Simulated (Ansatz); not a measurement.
ZrO2 (tetragonal-ZrO2 type, space group P4_2/nmc)

```
ZrO2
1.0
    3.60110     0.00000     0.00000
    0.00000     3.60110     0.00000
    0.00000     0.00000     5.23008
Zr O
2 4
Direct
  0.00000   0.00000   0.00000
  0.50000   0.50000   0.50000
  0.00000   0.50000   0.19637
  0.00000   0.50000   0.69637
  0.50000   0.00000   0.30363
  0.50000   0.00000   0.80363
```

The slice is a (0 -1 1) plane (indices of the conventional cell) through the point (0.000, 0.000, 0.000) (fractional), spanned by u = [100] and v = [011] in vectors of this cell: u (3.60 Å) and v (6.35 Å, at 90° to u). It covers one period; positions are fractions (u, v).

Level of theory: r2SCAN (plane waves to 500 eV, PAW, scalar-relativistic; Ansatz, a program for electronic structure). k mesh 9×9×7. Near the nuclei the fields are pseudised (PAW); where an atom keeps semicore shells as valence, they peak there. The PAW data are Ansatz's earlier set. This is a high-temperature form of ZrO2. ZrO2 is run without spin polarisation. ZrO2 was relaxed with its symmetry unable to fall.

Q: Predict the map of the valence electron density on the slice.

A: 
```
v \ u  0.00  0.18  0.36  0.55  0.73  0.91
-----  ----  ----  ----  ----  ----  ----
0.90    0.4  -0.1   0.0   0.2  -0.3   0.3
0.80   -0.6  -0.8  -0.2   0.0  -0.6  -0.7
0.70    0.0  -0.4  -0.7  -0.6  -0.7  -0.1
0.60    0.2  -0.2   0.1   0.4  -0.2   0.1
0.50   -0.5  -0.5   0.6   0.6   0.1  -0.5
0.40   -0.7  -0.7   0.2   0.4  -0.4  -0.7
0.30   -0.3  -0.6  -0.6  -0.5  -0.8  -0.4
0.20   -0.5  -0.7  -0.5  -0.3  -0.7  -0.5
0.10    0.4  -0.1  -0.7  -0.7  -0.6   0.3
0.00    0.5   0.4  -0.5  -0.5  -0.2   0.6
```

Values: log₁₀ of the valence density in e/Å³. The scale is logarithmic, as a density can span decades between atoms and voids.
